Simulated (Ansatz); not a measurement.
CaSe (rock salt, Fm-3m), a = b = c = 5.868 Å, α = β = γ = 90.00°; the cell used has 2 atoms.

Relaxed with PBEsol. Independent-particle spectrum: no excitons, no local fields, no scissors shift; 0.1 eV broadening; ε₁ of the summed bands alone.

Question: Tabulate the dielectric function from DFT-PBEsol in the program Ansatz with PAW potentials.

Answer: 

| E (eV) | ε₁ xx | ε₂ xx |
|---|---|---|
| 0.0 | 6.34 | 0.00 |
| 0.4 | 6.38 | 0.00 |
| 0.8 | 6.48 | 0.00 |
| 1.2 | 6.68 | 0.00 |
| 1.6 | 6.98 | 0.00 |
| 2.0 | 7.47 | 0.00 |
| 2.4 | 8.30 | 0.00 |
| 2.8 | 10.56 | 0.32 |
| 3.2 | 10.95 | 3.79 |
| 3.6 | 10.37 | 6.58 |
| 4.0 | 7.62 | 7.41 |
| 4.4 | 6.70 | 7.83 |
| 4.8 | 5.35 | 8.11 |
| 5.2 | 4.40 | 8.26 |
| 5.6 | 3.44 | 9.40 |
| 6.0 | 2.21 | 7.81 |
| 6.4 | 0.43 | 7.81 |
| 6.8 | -0.09 | 6.87 |
| 7.2 | -0.90 | 7.69 |
| 7.6 | -2.76 | 5.68 |
| 8.0 | -2.85 | 3.56 |
| 8.4 | -1.87 | 3.38 |
| 8.8 | -2.49 | 2.81 |
| 9.2 | -1.70 | 1.24 |
| 9.6 | -0.65 | 1.50 |
| 10.0 | -0.28 | 1.57 |
| 10.4 | -0.21 | 1.96 |
| 10.8 | -0.41 | 2.08 |
| 11.2 | -0.22 | 1.99 |
| 11.6 | -0.72 | 2.41 |
| 12.0 | -1.48 | 1.27 |

Question: From ε at 3.1 eV (xx: 11.10 + 3.25i), find n, k, the normal reflectivity and the absorption coefficient.

Answer: n = 3.37, k = 0.483, R = 30 %, α = 2kE/ħc = 150000 cm⁻¹.

With all bands, ε∞ without local fields is 6.38. DFPT, with local fields, gives 5.84.

Symmetry was held in the PBEsol relaxation. Spin–orbit coupling is left out wherever it is not named.

Potentials: the later of the program's two PAW sets.
